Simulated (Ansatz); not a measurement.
Cell and atoms are relaxed with the symmetry kept. Start:

Space group I4/mcm (No. 140). a = 6.660 Å, b = 6.660 Å, c = 5.818 Å, α = 90.00°, β = 90.00°, γ = 90.00°
```
atom site symmetry x y z
  Ti    4a       422  0.0000  0.0000  0.2500
  Sb    8h m.2m  0.1516  0.6516  0.0000
```

Level of theory: DFT r2SCAN, scalar-relativistic, plane waves, PAW in Ansatz 0.2.0.

Settings: cutoff 500 eV, Γ-centred mesh 8×8×8 on the computed 6-atom cell, Gaussian smearing of 0.10 eV; no spin polarisation.

Problem. What does it relax to?

Solution. The volume goes up by 0.17 Å³/atom to 21.68 Å³/atom, and the energy falls by 0.8 meV/atom. Final structure:
Space group I4/mcm (No. 140). a = 6.694 Å, b = 6.694 Å, c = 5.807 Å, α = 90.00°, β = 90.00°, γ = 90.00°
| atom | site | symmetry | x | y | z |
| --- | --- | --- | --- | --- | --- |
| Ti | 4a | 422 | 0.0000 | 0.0000 | 0.2500 |
| Sb | 8h | m.2m | 0.1518 | 0.6518 | 0.0000 |

Course of the relaxation (steps run on the plane waves of an earlier cell, and the basis is chosen afresh near the end, so energy and pressure can step there; trial steps that raised the energy were taken back; energies are free energies):

```csv
step,E − E_final (meV/atom),largest force component (eV/Å),P (GPa),V (Å³/atom)
1,0.8,0.034,0.90,21.51
2,1.4,0.071,-1.19,21.95
3,0.0,0.003,0.02,21.68
4,0.0,0.003,0.02,21.68
```

Cost: 1 run of about 6.1 core-minutes, on Intel Xeon Processor @ 2.50GHz (Skylake/Cascade Lake) (shared hosts).